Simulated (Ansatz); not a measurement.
An Ansatz (a first-principles code) run. Input:

Ansatz 0.2 input:
```yaml
crystal:
  lattice:
    - [2.7267761494, 0.0, 0.0]
    - [-1.3633880747, 2.3614574158, 0.0]
    - [0.0, 0.0, 4.35884511]
  atoms:
    - { symbol: Mo, position: [0.0, 0.0, 0.5] }
    - { symbol: Rh, position: [0.3333333333, 0.6666666667, 0.0] }
kpoints:
  mp_grid: { grid: [25, 25, 14] }
hamiltonian:
  xc: lda
  pseudopotentials: { kind: paw }
scf:
  occupations: { method: fermi_dirac, width: 0.1 }
elastic: { mode: relaxed_ion, stencil: two_point, amplitude: 0.005, f_tol: 0.0005 }
```

Output (shortened):

```
Pseudopotential: Mo, paw, valence charge 14
Pseudopotential: Rh, paw, valence charge 17
Functional definition: SPW92
Crystal: 2 atoms, lattice volume = 28.067 Å³
Basis set: ecut = 420 eV, 549 PW (Γ)
Bands: 20, of which v1, the nominal top of the filled ones, is band 16 counted from 1 (15 counted from 0)
Symmetry: 12 space group operations
Space group: P-6m2 (ITA 187), of the structure as read, at distance tolerance 3.0e-5 Å
k-points: 520 of 8750 (time reversal used)
SCF 1 converged in 10 iterations: F = -11121.788535 eV  dr2 = 5.64e-15
Crystal: 2 atoms, lattice volume = 27.927 Å³
Symmetry: 4 space group operations
k-points: 1352 of 8750 (time reversal used)
SCF 2 converged in 10 iterations: F = -11121.787541 eV  dr2 = 1.17e-14
relax step   1: F+E_penalty+E_count = -11121.78754148 eV  Δ(F+E_penalty+E_count) = +0.000e0 eV  max|allowed force component| = 1.656e-2 eV/Å  Δτ_max = 0.0000 Å  (10 SCF iters, accepted)
Crystal: 2 atoms, lattice volume = 27.927 Å³
SCF 3 converged in 7 iterations: F = -11121.787566 eV  dr2 = 3.10e-14
relax step   2: F+E_penalty+E_count = -11121.78756612 eV  Δ(F+E_penalty+E_count) = -2.464e-5 eV  max|allowed force component| = 5.809e-3 eV/Å  Δτ_max = 0.0023 Å  (7 SCF iters, accepted)
Crystal: 2 atoms, lattice volume = 27.927 Å³
SCF 4 converged in 6 iterations: F = -11121.787570 eV  dr2 = 4.25e-14
relax step   3: F+E_penalty+E_count = -11121.78756958 eV  Δ(F+E_penalty+E_count) = -3.463e-6 eV  max|allowed force component| = 3.253e-6 eV/Å  Δτ_max = 0.0006 Å  (6 SCF iters, accepted)
Crystal: 2 atoms, lattice volume = 27.927 Å³
SCF 5 converged in 6 iterations: F = -11121.787570 eV  dr2 = 0.0
Crystal: 2 atoms, lattice volume = 28.208 Å³
Basis set: ecut = 420 eV, 557 PW (Γ)
SCF 6 converged in 10 iterations: F = -11121.787549 eV  dr2 = 1.52e-14
relax step   1: F+E_penalty+E_count = -11121.78754885 eV  Δ(F+E_penalty+E_count) = +0.000e0 eV  max|allowed force component| = 1.591e-2 eV/Å  Δτ_max = 0.0000 Å  (10 SCF iters, accepted)
Crystal: 2 atoms, lattice volume = 28.208 Å³
SCF 7 converged in 7 iterations: F = -11121.787575 eV  dr2 = 1.64e-14
relax step   2: F+E_penalty+E_count = -11121.78757532 eV  Δ(F+E_penalty+E_count) = -2.648e-5 eV  max|allowed force component| = 3.019e-4 eV/Å  Δτ_max = 0.0016 Å  (7 SCF iters, accepted)
Crystal: 2 atoms, lattice volume = 28.208 Å³
SCF 8 converged in 6 iterations: F = -11121.787575 eV  dr2 = 0.0
Crystal: 2 atoms, lattice volume = 27.927 Å³
SCF 9 converged in 9 iterations: F = -11121.786901 eV  dr2 = 1.74e-15
Crystal: 2 atoms, lattice volume = 28.208 Å³
SCF 10 converged in 6 iterations: F = -11121.787692 eV  dr2 = 5.28e-14
Crystal: 2 atoms, lattice volume = 28.067 Å³
Symmetry: 2 space group operations
k-points: 2288 of 8750 (time reversal used)
SCF 11 converged in 10 iterations: F = -11121.788209 eV  dr2 = 1.03e-14
relax step   1: F+E_penalty+E_count = -11121.78820896 eV  Δ(F+E_penalty+E_count) = +0.000e0 eV  max|allowed force component| = 3.022e-4 eV/Å  Δτ_max = 0.0000 Å  (10 SCF iters, accepted)
Crystal: 2 atoms, lattice volume = 28.067 Å³
SCF 12 converged in 6 iterations: F = -11121.788209 eV  dr2 = 1.25e-19
Crystal: 2 atoms, lattice volume = 28.067 Å³
SCF 13 converged in 10 iterations: F = -11121.788209 eV  dr2 = 1.27e-14
relax step   1: F+E_penalty+E_count = -11121.78820896 eV  Δ(F+E_penalty+E_count) = +0.000e0 eV  max|allowed force component| = 3.022e-4 eV/Å  Δτ_max = 0.0000 Å  (10 SCF iters, accepted)
Crystal: 2 atoms, lattice volume = 28.067 Å³
SCF 14 converged in 6 iterations: F = -11121.788209 eV  dr2 = 5.52e-19
SCF converged after 10 iterations
Free energy (F): -11121.788535 eV
Harris-Foulkes:  -11121.788535 eV  (|F-HF|=3.64e-12)
Internal energy: -11121.729968 eV  (E = F + TS)
E sigma→0 (E₀):  -11121.759251 eV
Entropy (-TS):   -0.058566 eV (-29.283 meV/atom)
Fermi energy:    22.480938 eV
--- Per-component energies (eV) ---
  E_band       = -117.011243
  E_kinetic    = 1018.812569
  E_local      = -2354.981498  (includes V_loc(G=0)·N_el)
  E_nonlocal   = 507.892091
  E_hartree    = 820.961173
  E_xc         = -404.681864
  E_vxc        = -508.978841  (∫ρ·V_xc dr)
  E_paw        = -6553.373379  (= ΣΔE_a)
  E_vpaw       = -421.678706  (= ΣTr[D̂ρ^β])
  E_aug_tail   = 0.000798  (compensation charges beyond the density's cutoff)
  E_ewald      = -4157.455157
  E_core_change = 1.095298  (= ΣΔE_core)
  E_smearing   = -0.058566  (= −TS)
  E_closure    = 0.000000  (closes the sum)
  Σ components = -11121.788535   (vs F -11121.788535, Δ=0.00e0)
--- Forces (eV/Å), atoms counted from 1 ---
  atom   1  Mo     0.00000000     0.00000000     0.00000000
  atom   2  Rh     0.00000000     0.00000000     0.00000000
  max |Σ_I F_I| component: 3.24e-17 eV/Å
--- Stress (GPa, compression-positive) ---
       -0.013682       0.000000       0.000000
        0.000000      -0.013682       0.000000
        0.000000       0.000000       0.436079
  P = ⅓ Tr σ = 0.1362 GPa (1.362 kbar)
--- Band table (eV; the first three rows and the last of 520) ---
  k-point 0: bands = ["-56.1878", "-38.3203", "-24.2553", "-23.8440", "-23.8440", "-12.5128", "-11.6665", "-11.6665", "14.7401", "16.5812", "19.6685", "19.6685", "20.4149", "20.9885", "20.9885", "21.8720", "21.8720", "23.9010", "25.1746", "25.1746"]
  k-point 1: bands = ["-56.1878", "-38.3205", "-24.2540", "-23.8439", "-23.8439", "-12.5160", "-11.6666", "-11.6666", "14.7975", "16.6005", "19.6545", "19.6545", "20.3821", "20.9539", "20.9539", "21.9315", "21.9315", "23.7242", "25.1798", "25.1798"]
  k-point 2: bands = ["-56.1878", "-38.3210", "-24.2504", "-23.8439", "-23.8439", "-12.5250", "-11.6668", "-11.6668", "14.9658", "16.6561", "19.6185", "19.6185", "20.2869", "20.8644", "20.8644", "22.0907", "22.0907", "23.2496", "25.1901", "25.1901"]
  k-point 519: bands = ["-56.1161", "-38.0603", "-24.2142", "-24.1729", "-24.1646", "-12.6971", "-12.5873", "-12.2938", "17.9358", "17.9733", "18.5716", "18.6035", "19.4390", "21.0433", "21.7490", "22.2181", "23.6622", "25.2943", "29.9945", "32.3322"]
--- Elastic constants: 3 strain directions × 2 members + reference (group order 12) ---
  dense FFT box of the reference and of every strained cell: 20×20×30
  strains applied: 11, 33, 23; error gains …
  C = ∂σ_k/∂η_j (tension-positive GPa; Voigt order 11 22 33 23 13 12):
       439.768    258.652    196.464      0.000      0.000      0.000
       258.652    439.768    196.464      0.000      0.000      0.000
       196.887    196.887    566.215      0.000      0.000      0.000
         0.000      0.000      0.000    148.685      0.000      0.000
         0.000      0.000      0.000      0.000    148.685      0.000
         0.000      0.000      0.000      0.000      0.000     90.558
  reference stress σ⁰ (GPa):      0.014      0.014     -0.436      0.000      0.000      0.000
  moduli (Voigt/Reuss/Hill, GPa): K = 305.53/304.64/305.09   G = 130.50/121.07/125.78   E = 331.76   ν = 0.319
  mechanically stable: yes (min eigenvalue of sym C = 90.56 GPa)
  strain η (Voigt 11):  stress-route row diagonal C_11 = 439.77 GPa, energy-path curvature d²(F+E_count+ΔE)/dδ²/Ω₀ = 439.76 GPa
         δ    σ_11 (GPa)             F (eV)   n_scf  n_hpsi   n_pw
    -5.000e-3      -2.2410      -11121.7875696       6  324405    565   relax 3 steps, max|allowed force component| 3.25e-6 eV/Å
     5.000e-3       2.1567      -11121.7875753       6  323575    568   relax 2 steps, max|allowed force component| 3.02e-4 eV/Å
  strain η (Voigt 33):  stress-route row diagonal C_33 = 566.22 GPa, energy-path curvature d²(F+E_count+ΔE)/dδ²/Ω₀ = 566.22 GPa
         δ    σ_33 (GPa)             F (eV)   n_scf  n_hpsi   n_pw
    -5.000e-3      -3.3147      -11121.7869008       9  188904    563   relax 0 steps, max|allowed force component| 2.50e-17 eV/Å
     5.000e-3       2.3475      -11121.7876918       6  146627    569   relax 0 steps, max|allowed force component| 2.11e-17 eV/Å
  strain η (Voigt 23):  stress-route row diagonal C_44 = 148.68 GPa, energy-path curvature d²(F+E_count+ΔE)/dδ²/Ω₀ = 148.82 GPa
         δ    σ_23 (GPa)             F (eV)   n_scf  n_hpsi   n_pw
    -5.000e-3      -0.7434      -11121.7882090       6  544241    567   relax 1 steps, max|allowed force component| 3.02e-4 eV/Å
     5.000e-3       0.7434      -11121.7882090       6  544826    567   relax 1 steps, max|allowed force component| 3.02e-4 eV/Å
```

Cost: about 14 core-minutes (a rough figure) on shared cores.

The first step of the workflow began from a Materials Project structure, measured or hypothetical; the Crystallography Open Database copy checked does not list it. With Mo and Rh taken as one species the cell has the higher symmetry P6_3/mmc, so it may be an ordered model of a mixed-site phase. Whether it is the stable phase at ambient conditions was not checked. Symmetry was held in the LDA relaxation; its stability against distortions is not shown here. No spin polarisation was allowed. As this level gives no gap, shear constants depend on the k-mesh and smearing (Fermi–Dirac, 0.1 eV here). Axis ratios of metals converge slowly with the k-mesh, so a and c are less sure than the volume. On the denser mesh and wider smearing of the elastic run this cell carries a stress of 0.4 GPa. Scalar-relativistic: spin–orbit coupling is off unless named, which matters more the heavier the elements.

Potentials: the later of the program's two PAW sets.

Ansatz is a plane-wave DFT program.
